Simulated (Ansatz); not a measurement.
AlMo2C in space group P6_3/mmc (No. 194; Al on 2d, Mo on 4f, C on 2a) under volume change, r²SCAN (plane waves, PAW; program Ansatz), shape and atoms relaxed at each volume.

```csv
V (Å³/atom),E − E(relaxed) (meV/atom),P (GPa)
12.013,83.0,24.45
12.409,34.7,14.89
12.805,8.2,6.81
13.201,0.0,0.00
13.597,7.3,-5.75
13.993,27.7,-10.60
14.390,59.1,-14.71
```

Problem. What does a third-order Birch–Murnaghan fit give for V₀, B₀ and B′?

Solution. V₀ = 13.20 Å³/atom, B₀ = 208 GPa, B′ = 4.6.

The start of the workflow was typed in or built on a structure type; neither database checked (COD, Materials Project) lists it. Its standing as an ambient phase is unchecked. Symmetry was held in the r²SCAN relaxation; whether a distortion lowers the energy is not shown. No spin polarisation was allowed.

Potentials: the earlier of the program's two PAW sets.
